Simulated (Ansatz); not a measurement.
A crystal of cell content C4H14N2S2 at more than one level of theory

Plane-wave PAW calculations in Ansatz, scalar-relativistic unless spin-orbit coupling is named; Γ-centred meshes, relaxations with the symmetry kept. Pressure is positive in compression. No spin polarisation at the first level.

Settings: cutoff 420 eV, Γ-centred mesh 4×4×4 on the computed 22-atom cell, Gaussian smearing of 0.02 eV; no spin polarisation.

Structure relaxed with PBE+D3(BJ):

```
CELL_PARAMETERS angstrom
2.58839 -4.65258 0.01539
2.58839 4.65258 0.01539
-1.60447 0.00000 8.59193
ATOMIC_POSITIONS crystal
H 0.98553 0.16131 0.57396
H 0.16131 0.98553 0.07396
H 0.18850 0.25046 0.41704
H 0.25046 0.18850 0.91704
H 0.89656 0.70756 0.29793
H 0.70756 0.89656 0.79793
H 0.69168 0.61648 0.45538
H 0.61648 0.69168 0.95538
H 0.51683 0.93323 0.39414
H 0.93323 0.51683 0.89414
H 0.42149 0.67685 0.23330
H 0.67685 0.42149 0.73330
H 0.72090 0.03572 0.23943
H 0.03572 0.72090 0.73943
C 0.07459 0.07565 0.48948
C 0.07565 0.07459 0.98948
C 0.81641 0.79503 0.38670
C 0.79503 0.81641 0.88670
S 0.33993 0.00418 0.59139
S 0.00418 0.33993 0.09139
N 0.60634 0.86475 0.30745
N 0.86475 0.60634 0.80745
```

```tsv
level	cell	cutoff (eV)	k mesh	primitive cell	V (Å³/atom)	P (GPa; residual where relaxed)	gap on mesh (eV)
PBE+D3(BJ)	relaxed	420	4×4×4	a = 5.32 Å, b = 5.32 Å, c = 8.74 Å, α = 94.96°, β = 94.96°, γ = 121.82°	9.4	-0.01	3.73
PBEsol	relaxed	420	4×4×4	a = 5.37 Å, b = 5.37 Å, c = 8.69 Å, α = 94.83°, β = 94.83°, γ = 122.64°	9.5	0.01	3.60
```

The start is a cell measured at 193 K (doi:10.1021/ic050814m), with 9.54 Å³ an atom; a static calculation leaves out thermal expansion, so the difference isn't the functional's error alone.

Cost: 2 runs of about 5.2 core-minutes in all, on Arm Neoverse V2 (shared hosts).